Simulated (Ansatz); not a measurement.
**Ga2O3 (Cmcm), zone-centre modes**

Method: DFT LDA, scalar-relativistic, plane waves, PAW (Ansatz). The runs took a 420 eV cutoff, a Γ-centred 10×10×4 mesh and Gaussian smearing (0.05 eV). No spin polarisation.

The undisturbed cell (relaxed at this level; this form isn't the usual structure):

```
Ga O
1.0
     1.38140   -4.59127    0.00000
     1.38140    4.59127    0.00000
     0.00000    0.00000    7.05188
Ga O
4 6
Direct
  0.24865 0.75135 0.75000
  0.75135 0.24865 0.25000
  0.00000 0.00000 0.00000
  0.00000 0.00000 0.50000
  0.36138 0.63862 0.42595
  0.63862 0.36138 0.57405
  0.63862 0.36138 0.92595
  0.36138 0.63862 0.07405
  0.10452 0.89548 0.25000
  0.89548 0.10452 0.75000
```

Harmonic modes by finite displacements of 0.02 Å, without the LO–TO term.

At this geometry, is the structure stable against these modes?

No: 2 modes are unstable, the strongest at 50i cm⁻¹.

List the wavenumbers in cm⁻¹.

50i, 45i, 0, 0, 0, 69, 131, 144, 205, 214, 225, 251, 254, 264, 308, 312, 325, 349, 376, 377, 421, 454, 454, 521, 526, 538, 578, 625, 634, 651.

Cost: 1 run of about 9.2 core-minutes, on AMD EPYC 7R43 (Zen 3) (shared hosts).